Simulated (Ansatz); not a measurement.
Input and command of a plane-wave DFT calculation in Ansatz:

```yaml
crystal:
  lattice:
    - [0.0, 2.4590549219, 2.4590549219]
    - [2.4590549219, 0.0, 2.4590549219]
    - [2.4590549219, 2.4590549219, 0.0]
  atoms:
    - { symbol: W, position: [0.0, 0.0, 0.0] }
    - { symbol: F, position: [0.75, 0.75, 0.75] }
basis:
  ecutwfc: 420
kpoints:
  mp_grid: { grid: [6, 6, 6] }
hamiltonian:
  xc: pbe
scf:
  occupations: { method: gaussian, width: 0.1 }
  lower_state_search: "off"
output:
  forces: true
  stress: true
  eigenvalues: true
```

```bash
ansatz run input.yaml --threads 1 --pin off --max-ram 2560MiB --backend cpu --events-out ev --progress --plain --runs-dir out
```

Processor: Intel(R) Xeon(R) 6975P-C (Granite Rapids), 1 thread, on a host shared with other jobs.

**Question.** How long does it run, and how much memory does it take?

**Answer.** About 0.5 s on 1 thread of Intel(R) Xeon(R) 6975P-C (Granite Rapids) (shared host), peak memory 0.32 GiB. It solves 15 bands at 16 k points (the mesh reduced by the symmetry that the task leaves, which can be less than the crystal's) with about 561 plane waves, in 6 SCF iterations.
